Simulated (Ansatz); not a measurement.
ScAg:
Space group Pm-3m (No. 221); a = b = c = 3.3388 Å, α = β = γ = 90.00°

| atom | site | symmetry | x | y | z |
|---|---|---|---|---|---|
| Sc | 1b | m-3m | 0.5000 | 0.5000 | 0.5000 |
| Ag | 1a | m-3m | 0.0000 | 0.0000 | 0.0000 |

This is the LDA-relaxed structure.

All from LDA in the plane-wave PAW code Ansatz, unless another level is named. Give the Young's modulus.

89.6 GPa.

What about the highest zone-centre frequency?

173 cm⁻¹.

The workflow started from a Materials Project entry (that database holds measured and hypothetical structures alike); the Crystallography Open Database files this formula in space group No. 221, but the cells were not matched. Whether it is the stable phase at ambient conditions was not checked. The LDA relaxation kept the symmetry of its start; of distortions, only those at the zone centre were tested. The run is not spin-polarised. As this level gives no gap, phonon frequencies hold no LO–TO term and depend on the k-mesh and smearing (Fermi–Dirac, 0.1 eV here).

Potentials: the later of the program's two PAW sets.
